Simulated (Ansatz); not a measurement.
The relaxed structure here is a generated cell of SiW2: the first start was made by placing the elements on the sites of a structure type, and the end was not matched to a known phase here, so it may be hypothetical.

The start is a generated trial cell of SiW2 in the Cu2Sb structure type. Cell shape, volume and atoms are optimised at zero target pressure with r2SCAN (plane waves to 500 eV, PAW, scalar-relativistic; Ansatz, an electronic-structure program). The first steps use a coarse 6×6×4 k-mesh.

Starting cell:
```
CELL_PARAMETERS angstrom
      4.17650     0.00000     0.00000
      0.00000     4.17650     0.00000
      0.00000     0.00000     6.37270
ATOMIC_POSITIONS crystal
  W  0.00000 0.00000 0.00000
  W  0.50000 0.50000 0.00000
  W  0.50000 0.00000 0.27000
  W  0.00000 0.50000 0.73000
  Si 0.50000 0.00000 0.70000
  Si 0.00000 0.50000 0.30000
```

```yaml
largest_initial_force: about 0.5 eV/Å, on Si5, Si6 (atoms numbered as listed)
outcome: The space group stays P4/nmm (No. 129) (the run could not lower it); the end is AFLOW prototype A2B_tP6_129_ac_c (C38, as in Cu2Sb), with 6 atoms in the primitive cell
volume_change: -18.6 %, from 18.53 to 15.09 Å³/atom
optimiser_moves: 15
```

The end point of the relaxation:

```cif
data_Si2W4
_chemical_formula_sum 'W4 Si2'
_space_group_name_H-M_alt 'P4/nmm :1'
_space_group_IT_number 129
_space_group_name_Hall 'P 4ab 2ab -1ab'
_cell_length_a 3.66730
_cell_length_b 3.66730
_cell_length_c 6.73140
_cell_angle_alpha 90.000
_cell_angle_beta 90.000
_cell_angle_gamma 90.000
loop_
_space_group_symop_operation_xyz
  'x, y, z'
  '-y+1/2, x+1/2, z'
  '-x, -y, z'
  'y+1/2, -x+1/2, z'
  'x+1/2, -y+1/2, -z'
  '-y, -x, -z'
  '-x+1/2, y+1/2, -z'
  'y, x, -z'
  '-x+1/2, -y+1/2, -z'
  'y, -x, -z'
  'x+1/2, y+1/2, -z'
  '-y, x, -z'
  '-x, y, z'
  'y+1/2, x+1/2, z'
  'x, -y, z'
  '-y+1/2, -x+1/2, z'
loop_
_atom_site_label
_atom_site_type_symbol
_atom_site_symmetry_multiplicity
_atom_site_Wyckoff_symbol
_atom_site_fract_x
_atom_site_fract_y
_atom_site_fract_z
_atom_site_occupancy
W1 W 2 a 0.00000 0.00000 0.00000 1
W2 W 2 c 0.50000 0.00000 0.34191 1
Si1 Si 2 c 0.00000 0.50000 0.28584 1
```

Final values are on a 13×13×7 k-mesh of the relaxed cell. No spin polarisation in the result.

The run could not lower the symmetry of its start; a shaken copy of this end point relaxes with r2SCAN to Pmmn (No. 59), 0.15 eV/atom lower.
